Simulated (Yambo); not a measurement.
# Optical response of Cu₂SO₄ monolayer

```
Cu2SO4
1.0
    4.48465     0.00000     0.00000
   -2.24232     5.28938     0.00000
    0.00000     0.00000    14.80000
O S Cu
4 1 2
Direct
  0.10911   0.84042   0.94001
  0.89089   0.15958   0.94001
  0.26868   0.15958   0.05999
  0.73132   0.84042   0.05999
  0.00000   0.00000   0.00000
  0.50000   0.50000   0.04691
  0.00000   0.50000   0.95309
```

Yambo, RPA with local fields on PBEsol bands; 6×6×1 mesh, 102 bands, 2 Ry local-field block, 0.2 eV broadening; field along y.

```json
[
 {"E (eV)": "0.0", "Im α (Å)": "0.00", "Re α (Å)": "0.84", "Im α, independent particles": "0.00"},
 {"E (eV)": "0.5", "Im α (Å)": "0.00", "Re α (Å)": "0.84", "Im α, independent particles": "0.00"},
 {"E (eV)": "1.0", "Im α (Å)": "0.01", "Re α (Å)": "0.86", "Im α, independent particles": "0.01"},
 {"E (eV)": "1.5", "Im α (Å)": "0.01", "Re α (Å)": "0.88", "Im α, independent particles": "0.01"},
 {"E (eV)": "2.0", "Im α (Å)": "0.02", "Re α (Å)": "0.92", "Im α, independent particles": "0.02"},
 {"E (eV)": "2.5", "Im α (Å)": "0.05", "Re α (Å)": "0.99", "Im α, independent particles": "0.05"},
 {"E (eV)": "3.0", "Im α (Å)": "0.12", "Re α (Å)": "1.10", "Im α, independent particles": "0.12"},
 {"E (eV)": "3.5", "Im α (Å)": "0.22", "Re α (Å)": "1.14", "Im α, independent particles": "0.22"},
 {"E (eV)": "4.0", "Im α (Å)": "0.41", "Re α (Å)": "1.09", "Im α, independent particles": "0.43"},
 {"E (eV)": "4.5", "Im α (Å)": "0.43", "Re α (Å)": "1.07", "Im α, independent particles": "0.42"},
 {"E (eV)": "5.0", "Im α (Å)": "0.65", "Re α (Å)": "0.94", "Im α, independent particles": "0.57"},
 {"E (eV)": "5.5", "Im α (Å)": "0.58", "Re α (Å)": "1.06", "Im α, independent particles": "0.53"},
 {"E (eV)": "6.0", "Im α (Å)": "0.85", "Re α (Å)": "1.10", "Im α, independent particles": "0.82"},
 {"E (eV)": "6.5", "Im α (Å)": "1.02", "Re α (Å)": "0.76", "Im α, independent particles": "0.94"},
 {"E (eV)": "7.0", "Im α (Å)": "0.76", "Re α (Å)": "0.85", "Im α, independent particles": "0.79"},
 {"E (eV)": "7.5", "Im α (Å)": "1.05", "Re α (Å)": "1.16", "Im α, independent particles": "1.14"},
 {"E (eV)": "8.0", "Im α (Å)": "1.91", "Re α (Å)": "0.41", "Im α, independent particles": "2.03"},
 {"E (eV)": "8.5", "Im α (Å)": "1.59", "Re α (Å)": "0.01", "Im α, independent particles": "1.61"},
 {"E (eV)": "9.0", "Im α (Å)": "1.21", "Re α (Å)": "-0.52", "Im α, independent particles": "1.05"},
 {"E (eV)": "9.5", "Im α (Å)": "0.66", "Re α (Å)": "-0.41", "Im α, independent particles": "0.66"},
 {"E (eV)": "10.0", "Im α (Å)": "0.54", "Re α (Å)": "-0.20", "Im α, independent particles": "0.58"},
 {"E (eV)": "10.5", "Im α (Å)": "0.52", "Re α (Å)": "-0.02", "Im α, independent particles": "0.60"},
 {"E (eV)": "11.0", "Im α (Å)": "0.57", "Re α (Å)": "-0.08", "Im α, independent particles": "0.64"},
 {"E (eV)": "11.5", "Im α (Å)": "0.50", "Re α (Å)": "0.00", "Im α, independent particles": "0.58"},
 {"E (eV)": "12.0", "Im α (Å)": "0.53", "Re α (Å)": "0.04", "Im α, independent particles": "0.59"},
 {"E (eV)": "12.5", "Im α (Å)": "0.66", "Re α (Å)": "0.07", "Im α, independent particles": "0.73"},
 {"E (eV)": "13.0", "Im α (Å)": "0.66", "Re α (Å)": "-0.02", "Im α, independent particles": "0.69"},
 {"E (eV)": "13.5", "Im α (Å)": "0.70", "Re α (Å)": "-0.17", "Im α, independent particles": "0.66"},
 {"E (eV)": "14.0", "Im α (Å)": "0.54", "Re α (Å)": "-0.21", "Im α, independent particles": "0.55"},
 {"E (eV)": "14.5", "Im α (Å)": "0.54", "Re α (Å)": "-0.18", "Im α, independent particles": "0.55"},
 {"E (eV)": "15.0", "Im α (Å)": "0.46", "Re α (Å)": "-0.21", "Im α, independent particles": "0.56"},
 {"E (eV)": "15.5", "Im α (Å)": "0.43", "Re α (Å)": "-0.19", "Im α, independent particles": "0.55"},
 {"E (eV)": "16.0", "Im α (Å)": "0.45", "Re α (Å)": "-0.18", "Im α, independent particles": "0.66"},
 {"E (eV)": "16.5", "Im α (Å)": "0.43", "Re α (Å)": "-0.22", "Im α, independent particles": "0.61"},
 {"E (eV)": "17.0", "Im α (Å)": "0.37", "Re α (Å)": "-0.20", "Im α, independent particles": "0.51"},
 {"E (eV)": "17.5", "Im α (Å)": "0.36", "Re α (Å)": "-0.19", "Im α, independent particles": "0.47"},
 {"E (eV)": "18.0", "Im α (Å)": "0.34", "Re α (Å)": "-0.21", "Im α, independent particles": "0.40"},
 {"E (eV)": "18.5", "Im α (Å)": "0.35", "Re α (Å)": "-0.19", "Im α, independent particles": "0.36"},
 {"E (eV)": "19.0", "Im α (Å)": "0.34", "Re α (Å)": "-0.25", "Im α, independent particles": "0.29"},
 {"E (eV)": "19.5", "Im α (Å)": "0.30", "Re α (Å)": "-0.23", "Im α, independent particles": "0.28"},
 {"E (eV)": "20.0", "Im α (Å)": "0.27", "Re α (Å)": "-0.24", "Im α, independent particles": "0.26"}
]
```

α is the in-plane polarisability per area of the layer, a length; absorbance is 4πω Im α/c. Structure narrower than a few tenths of an eV can come from the finite k mesh. Convergence of the RPA response with its 6×6×1 mesh was not tested. No excitonic effects at this level.

The 3d shell has no Hubbard U; the runs are without spin polarisation, and magnetic order was not tried.

Geometry relaxed with PBEsol.

This is a model layer cut from the bulk structure; whether it is stable on its own was not checked.
